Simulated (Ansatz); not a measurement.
## Bands of IrC

```yaml
crystal:
  lattice:
    - [3.23402, 0.00000, 0.00000]
    - [-1.61701, 2.80074, 0.00000]
    - [0.00000, 0.00000, 5.48490]
  atoms:
    - { symbol: Ir, position: [0.33333, 0.66667, 0.00381] }
    - { symbol: Ir, position: [0.66667, 0.33333, 0.50381] }
    - { symbol: C, position: [0.33333, 0.66667, 0.37219] }
    - { symbol: C, position: [0.66667, 0.33333, 0.87219] }
```

Atoms are numbered in the order listed.

The cell was built from the wurtzite type and relaxed in the same program, and has space group P6_3mc; it needn't be a known or the stable phase.

No spin–orbit coupling, which matters for the heavy atoms here.

Method: Ansatz 0.2.0, DFT, PBE, all-electron LAPW, scalar-relativistic.

The runs use a Γ-centred 12×12×6 k mesh, Fermi–Dirac smearing of 0.05 eV, basis error target 1 meV/atom, no spin polarisation.

Points in fractions of the reciprocal vectors of this cell: Γ (0, 0, 0), M (0.5, 0, 0), K (0.333, 0.333, 0), A (0, 0, 0.5), L (0.5, 0, 0.5), H (0.333, 0.333, 0.5). The path joins them by straight lines in the order Γ–M–K–Γ–A–L–H–A–L; legs that retrace an earlier one aren't tabulated. Energies are in eV from the Fermi level.

Problem. Metal or insulator at this level of theory?

Solution. No gap opens: metallic or semimetallic.

Problem. Tabulate bands 49 to 55, counted from the lowest band of the run, along the path.

Solution. 
```csv
k (1/Å),point,band 49,band 50,band 51,band 52,band 53,band 54,band 55
0.00,Γ,-2.82,-2.82,-1.59,-1.59,-0.87,3.58,3.98
0.28,,-3.11,-2.85,-1.72,-1.53,-0.74,3.39,3.68
0.56,,-3.67,-2.67,-2.19,-1.43,-0.32,2.01,2.80
0.84,,-3.46,-2.64,-2.01,-1.28,-0.15,0.75,1.59
1.12,M,-2.98,-1.86,-1.47,-1.14,-0.79,-0.35,0.84
1.28,,-3.02,-2.29,-1.22,-1.21,-0.80,-0.65,1.04
1.45,,-3.14,-2.72,-1.97,-1.56,-0.84,0.10,1.39
1.61,,-3.28,-2.93,-2.63,-2.16,-0.69,1.03,1.86
1.77,K,-3.25,-2.80,-2.80,-2.77,-0.61,1.92,2.09
2.09,,-3.49,-3.21,-1.46,-1.14,-0.73,-0.22,1.33
2.42,,-3.64,-2.86,-2.04,-1.45,-0.12,1.62,1.91
2.74,,-3.17,-2.88,-1.76,-1.53,-0.69,3.28,3.48
3.06,Γ,-2.82,-2.82,-1.59,-1.59,-0.87,3.58,3.98
3.21,,-2.76,-2.76,-1.61,-1.61,-0.50,3.64,4.04
3.35,,-2.60,-2.60,-1.70,-1.70,0.44,3.72,4.23
3.49,,-2.37,-2.37,-1.87,-1.87,1.65,3.55,4.57
3.64,A,-2.10,-2.10,-2.10,-2.10,2.81,2.81,5.05
3.92,,-2.20,-2.20,-2.13,-2.13,2.61,2.61,4.58
4.20,,-2.36,-2.36,-2.07,-2.07,1.85,1.85,3.69
4.48,,-2.26,-2.26,-1.71,-1.71,0.53,0.53,2.62
4.76,L,-1.67,-1.67,-1.39,-1.39,-0.72,-0.72,2.23
4.92,,-1.93,-1.93,-1.06,-1.06,-0.79,-0.79,1.93
5.08,,-2.31,-2.31,-0.94,-0.94,-0.54,-0.54,1.50
5.24,,-2.78,-2.78,-1.04,-1.04,0.00,0.00,1.13
5.41,H,-3.10,-3.10,-1.08,-1.08,0.34,0.34,0.88
5.73,,-2.39,-2.39,-1.06,-1.06,-0.14,-0.14,1.61
6.05,,-2.32,-2.32,-1.99,-1.99,1.53,1.53,2.98
6.38,,-2.22,-2.22,-2.14,-2.14,2.54,2.54,4.45
6.70,A,-2.10,-2.10,-2.10,-2.10,2.81,2.81,5.05
```
